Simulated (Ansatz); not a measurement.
Ga$_{2}$O$_{3}$ (beta-Ga2O3 type, space group C2/m)

```
Ga2O3
1.0
    6.12784    -1.51953     0.00000
    6.12784     1.51953     0.00000
   -1.38609     0.00000     5.64055
Ga O
4 6
Direct
  0.09052   0.09052   0.79479
  0.90948   0.90948   0.20521
  0.65873   0.65873   0.31448
  0.34127   0.34127   0.68552
  0.16422   0.16422   0.10916
  0.83578   0.83578   0.89084
  0.17334   0.17334   0.56352
  0.82666   0.82666   0.43648
  0.49628   0.49628   0.25624
  0.50372   0.50372   0.74376
```

The slice is a (100) plane (indices of the conventional cell) through the point (0.909, 0.909, 0.205) (fractional), spanned by u = [1 -1 0] and v = [001] in vectors of this cell: u (3.04 Å) and v (5.81 Å, at 90° to u). It covers one period; positions are fractions (u, v).

All values below come from r2SCAN (plane waves to 500 eV, PAW, scalar-relativistic; Ansatz, a quantum-chemistry and plane-wave program). k mesh 11×11×6. These are valence fields of a PAW run, semicore shells included where kept as valence: close to a nucleus they are smooth pseudo fields. Ga2O3 was relaxed with its symmetry unable to fall.

Three fields on this plane, each scaled to ten steps between its own extremes (0 low, 9 high; the total valence density on a logarithmic scale, the potential cut 8 eV below its top; x marks points blanked near nuclei; v = 0 in the bottom row):

Map A
```
|xxxx22455422xxx|
|xxxx12344321xxx|
|xxx2112222112xx|
|222110011001122|
|443210000001234|
|876420000002467|
|998531000013589|
|998631000013689|
|997521000012579|
|875311111111357|
|543111111111134|
|211011111111011|
|000011222211000|
|000011222211000|
|000011222211000|
|000001122110000|
|221001111110012|
|542100011000124|
|664210000001246|
|775310000001357|
|775310000001357|
|554210000001245|
|222100000000122|
|221111111111112|
|xxx1112332111xx|
|xxxx12344321xxx|
|xxxx22455422xxx|
|xxxx22466422xxx|
```

Map B
```
|xxxx00000000xxx|
|xxxx00011000xxx|
|xxx0000110000xx|
|000000000000000|
|221000000000012|
|542100000000124|
|874200000000247|
|985210000001258|
|874210000001247|
|553100000000135|
|321100000000112|
|110000000000001|
|000000000000000|
|000000000000000|
|000000000000000|
|000000000000000|
|000000000000000|
|000000000000000|
|000000000000000|
|000000000000000|
|000000000000000|
|000000000000000|
|000000000000000|
|000000111100000|
|xxx0001111000xx|
|xxxx00111100xxx|
|xxxx00000000xxx|
|xxxx00000000xxx|
```

Map C
```
|xxxx87544578xxx|
|xxxx76444467xxx|
|xxx6654334566xx|
|233333322333333|
|001122222222110|
|000001111110000|
|000000011000000|
|000000111100000|
|000001222210000|
|000012344321000|
|000124566542100|
|001246788764210|
|012357899875321|
|112468999986421|
|112467999976421|
|012356888865321|
|001235677653210|
|000123444432100|
|000012233221000|
|000001111110000|
|000001111110000|
|111111111111111|
|222222211222222|
|555443222234455|
|xxx7643333467xx|
|xxxx76433467xxx|
|xxxx86544568xxx|
|xxxx87544578xxx|
```

Problem. Assign the maps to these fields: density of the lowest conduction band (whole band as if filled, smooth part); density of the highest valence band (whole band, smooth part); electron localisation function (ELF).

Solution. A is the electron localisation function (ELF); B is the density of the highest valence band (whole band, smooth part); C is the density of the lowest conduction band (whole band as if filled, smooth part).
